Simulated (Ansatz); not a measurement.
## Ansatz 0.2.0, relaxation: YbCdCu₄

The input file (Ansatz 0.2.0, plane waves):

```yaml
crystal:
  lattice:
    - [0.0, 3.541324, 3.541324]
    - [3.541324, 0.0, 3.541324]
    - [3.541324, 3.541324, 0.0]
  atoms:
    - { symbol: Cu, position: [0.6254, 0.6254, 0.6254] }
    - { symbol: Cu, position: [0.1238, 0.6254, 0.6254] }
    - { symbol: Cu, position: [0.6254, 0.6254, 0.1238] }
    - { symbol: Cu, position: [0.6254, 0.1238, 0.6254] }
    - { symbol: Cd, position: [0.0, 0.0, 0.0] }
    - { symbol: Yb, position: [0.25, 0.25, 0.25] }
kpoints:
  mp_grid: { grid: [6, 6, 6], shift: [0, 0, 0] }
magnetization:
  spin_polarized: false
scf:
  occupations: { method: gaussian, width: 0.0887 }
  lower_state_search: "off"
hamiltonian:
  pseudopotentials: { kind: paw }
  xc: r2scan
basis:
  ecutwfc: 500
  fft_grid_basis: typed
relax:
  max_steps: 60
  cell: { p_target: 0.0 }
output:
  forces: true
  stress: true
  eigenvalues: true
  bader: true
  populations: true
  elf: true
  write_potential: true
  volumetric_format: npy
  dos:
    e_range: [-12, 8]
    de: 0.05
    projected: { site_lists: { Cd: [Cd], Cu: [Cu], Yb: [Yb] } }
  write_density: true
checkpoint:
  read: saved_state
```

Launch command:

```bash
ansatz run input.yaml --threads 2 --pin off --max-ram 2560MiB --backend cpu --events-out ev --progress --plain --runs-dir out
```

Origin of the cell: a known structure type with other elements, at an estimated volume, so it need not be a known compound.

The saved state is a converged single point of the same cell.

Excerpt of the output:

```
Yb: projections on atomic orbitals take those of the free atom [Kr 4d10] 4f14 5s2 5p6 5d0 6s2, of charge +0.00 (hamiltonian.pseudopotentials.projection_atoms); the dataset's partial waves lea […]
Pseudopotentials: kind: paw
Pseudopotential: Cu, paw, valence charge 19, recommended cutoff 500 eV (meta_gga), Cu.paw.azcp
Pseudopotential: Cd, paw, valence charge 20, recommended cutoff 500 eV (meta_gga), Cd.paw.azcp
Pseudopotential: Yb, paw, valence charge 24, recommended cutoff 500 eV (meta_gga), Yb.paw.azcp
Functional definition: r2SCAN
  exchange = r2scan_x(k0 = k0, k1 = k1, a1 = a1)
  correlation = r2scan_c
Crystal: 6 atoms, lattice volume = 88.823 Å³
Basis set: ecut = 500 eV, 2229 PW (Γ), exchange–correlation on 160×160×160 points (64 copies of the dense FFT grid, shifted against one another)
Bands: 72, of which v1, the nominal top of the filled ones, is band 60 counted from 1 (59 counted from 0)
[… 13 lines left out …]
Initial density: read from a saved state, or passed on in memory by an earlier SCF of this step, an earlier step, the calling program or the single point that the run made first
Functional: x = r2scan, c = r2scan; τ floored in thin density (d = 2e-4 eV/Å³)
SCF iter   1: F=-48600.095289 eV  HF=-48600.154920 eV  Δρ=7.74e-3  dr2=5.00e-2  dr2_τ=8.73e-4
SCF iter   2: F=-48595.808303 eV  HF=-48600.270022 eV  Δρ=6.04e-2  dr2=3.19e0  dr2_τ=1.28e-3  recentre
SCF iter   3: F=-48600.128266 eV  HF=-48600.154414 eV  Δρ=5.14e-3  dr2=2.26e-2  dr2_τ=1.45e-4  defer=85
SCF iter   4: F=-48600.151049 eV  HF=-48600.153638 eV  Δρ=1.88e-3  dr2=3.15e-3  dr2_τ=2.33e-5  defer=85
SCF iter   5: F=-48600.153618 eV  HF=-48600.153609 eV  Δρ=4.66e-4  dr2=1.05e-4  dr2_τ=8.02e-6  defer=85
SCF iter   6: F=-48600.153238 eV  HF=-48600.153698 eV  Δρ=8.40e-4  dr2=4.57e-4  dr2_τ=2.58e-6  defer=85
SCF iter   7: F=-48600.153696 eV  HF=-48600.153737 eV  Δρ=1.23e-4  dr2=1.21e-5  dr2_τ=1.49e-6  defer=85
SCF iter   8: F=-48600.153755 eV  HF=-48600.153791 eV  Δρ=2.49e-4  dr2=4.63e-5  dr2_τ=4.67e-7  defer=85
SCF iter   9: F=-48600.153781 eV  HF=-48600.153788 eV  Δρ=7.23e-5  dr2=3.74e-6  dr2_τ=5.23e-8  defer=85
SCF iter  10: F=-48600.153788 eV  HF=-48600.153788 eV  Δρ=2.84e-5  dr2=5.77e-7  dr2_τ=6.21e-9  defer=85
SCF iter  11: F=-48600.153788 eV  HF=-48600.153788 eV  Δρ=7.67e-6  dr2=4.18e-8  dr2_τ=6.98e-10
relax step   1: F+E_penalty+E_count = -48600.153788 eV  Δ(F+E_penalty+E_count) = +0.000e0 eV  max|allowed force component| = 3.710e-2 eV/Å  Δτ_max = 0.0000 Å  P = +2.249 GPa  Ω = 88.823 Å³  ( […]
relax step   2: F+E_penalty+E_count = -48600.165630 eV  Δ(F+E_penalty+E_count) = -1.184e-2 eV  max|allowed force component| = 2.055e-2 eV/Å  Δτ_max = 0.0017 Å  P = +0.240 GPa  Ω = 90.439 Å³ […]
relax step   3: F+E_penalty+E_count = -48600.165786 eV  Δ(F+E_penalty+E_count) = -1.562e-4 eV  max|allowed force component| = 1.122e-2 eV/Å  Δτ_max = 0.0010 Å  P = -0.002 GPa  Ω = 90.646 Å³ […]
relax step   4: F+E_penalty+E_count = -48600.165833 eV  Δ(F+E_penalty+E_count) = -4.751e-5 eV  max|allowed force component| = 2.097e-5 eV/Å  Δτ_max = 0.0012 Å  P = -0.000 GPa  Ω = 90.646 Å³ […]
relax step   5: F+E_penalty+E_count = -48600.166917 eV  Δ(F+E_penalty+E_count) = -1.084e-3 eV  max|allowed force component| = 2.522e-6 eV/Å  Δτ_max = 0.0000 Å  P = +0.014 GPa  Ω = 90.646 Å³  stress off target by 1.39e-2 GPa […]
SCF 5 converged in 12 iterations: F = -48600.166917 eV  dr2 = 1.78e-12
basis re-selected at this cell: Δ(F+E_penalty+E_count) = -1.084e-3 eV, ΔP = +0.014 GPa vs the last step (what re-selecting the basis moved, of the pressure what is left beyond the Pulay corre […]
SCF converged after 12 iterations
Free energy (F): -48600.166917 eV
Harris-Foulkes:  -48600.166917 eV  (|F-HF|=1.46e-11)
Internal energy: -48600.140807 eV  (E = F + TS)
E sigma→0 (E₀):  -48600.153862 eV
Entropy (-TS):   -0.026110 eV (-4.352 meV/atom)
Fermi energy:    16.447590 eV
--- Per-component energies (eV) ---
  E_band       = -1806.089527
  E_kinetic    = 2068.739493
  E_local      = -24905.338448  (includes V_loc(G=0)·N_el)
  E_nonlocal   = 2141.612832
  E_hartree    = 11094.072194
  E_xc         = -669.306535
  E_vxc        = -981.996827  (∫ρ·V_xc dr)
  E_paw        = -18169.804640  (= ΣΔE_a)
  E_vpaw       = -2385.720496  (= ΣTr[D̂ρ^β])
  E_aug_tail   = 0.000583  (compensation charges beyond the density's cutoff)
  E_vtau       = 68.469122  (kinetic-family band-sum trace: ∫τ·v_τ [+ j·A + Jᵃ·Aᵃ] dr)
  E_ewald      = -20159.196289
  E_core_change = -0.919996  (= ΣΔE_core)
  E_smearing   = -0.026110  (= −TS)
  Σ components = -48600.166917   (vs F -48600.166917, Δ=0.00e0)
--- Forces (eV/Å), atoms counted from 1 ---
  atom   1  Cu     0.000003     0.000003     0.000003
  atom   2  Cu     0.000003    -0.000003    -0.000003
  atom   3  Cu    -0.000003    -0.000003     0.000003
  atom   4  Cu    -0.000003     0.000003    -0.000003
  atom   5  Cd     0.000000     0.000000     0.000000
  atom   6  Yb    -0.000000    -0.000000     0.000000
  max |Σ_I F_I| component: 2.67e-17 eV/Å
--- Stress (GPa, compression-positive) ---
        0.013918       0.000000       0.000000
        0.000000       0.013918       0.000000
        0.000000       0.000000       0.013918
  P = ⅓ Tr σ = 0.0139 GPa (0.139 kbar)
--- Relaxed structure (4 steps of the walk, 4 accepted, 1 SCFs on fresh bases) ---
  F+E_penalty+E_count = -48600.166917 eV   max|allowed force component| = 2.522e-6 eV/Å   (the final SCF, on the basis selected at the relaxed cell)
  cell:  # Å, volume = 90.6463 Å³
    - [0.0, 3.565387, 3.565387]
    - [3.565387, 0.0, 3.565387]
    - [3.565387, 3.565387, 0.0]
  atoms:
    - { symbol: Cu, position: [0.625718, 0.625718, 0.625718] }
    - { symbol: Cu, position: [0.122846, 0.625718, 0.625718] }
    - { symbol: Cu, position: [0.625718, 0.625718, 0.122846] }
    - { symbol: Cu, position: [0.625718, 0.122846, 0.625718] }
    - { symbol: Cd, position: [0.0, 0.0, 0.0] }
    - { symbol: Yb, position: [0.25, 0.25, 0.25] }
--- Löwdin populations: 6 sites ---
  site symbol       q [e]
     0     Cu     18.7064
     1     Cu     18.7064
     2     Cu     18.7064
     3     Cu     18.7064
     4     Cd     18.8703
     5     Yb     25.3586
  spilling = 0.007878 (of n_electrons = 120.000000)
--- Bader charges: 6 sites ---
  site symbol  charge [e]  shift [e]
     0     Cu     -0.3251     0.0000
     1     Cu     -0.3251     0.0000
     2     Cu     -0.3251     0.0000
     3     Cu     -0.3251     0.0000
     4     Cd     -0.0676     0.0000
     5     Yb      1.3680     0.0000
  estimated error of the sums over rays = 4.3e-4 e
```

Before:

Space group F-43m (No. 216); the run's cell has a = 5.008 Å, b = 5.008 Å, c = 5.008 Å, α = 60.00°, β = 60.00°, γ = 60.00°. Shortest distances: Cu–Cu 2.50 Å, Cd–Cu 2.94 Å, Cu–Yb 2.94 Å, Cd–Yb 3.07 Å.

After:

Space group F-43m (No. 216); the run's cell has a = 5.042 Å, b = 5.042 Å, c = 5.042 Å, α = 60.00°, β = 60.00°, γ = 60.00°. Shortest distances: Cu–Cu 2.51 Å, Cd–Cu 2.95 Å, Cu–Yb 2.96 Å, Cd–Yb 3.09 Å.

* Free energy lowered by: 2.2 meV/atom
* Volume change: 2.05 %
* Final pressure: 0.01 GPa
* Relaxation steps listed: 5
* Gap on the mesh: none (metal)

Caveats: f shells without a U or exact exchange are poorly placed; no spin polarisation, so a magnetic state may lie lower; no spin-orbit coupling, though heavy elements are present; the relaxation held the start's symmetry, so the end may be a saddle point.

It ran for 110 s on 2 threads of Arm Neoverse V1 (shared host), peak memory 0.71 GiB, from a saved density.
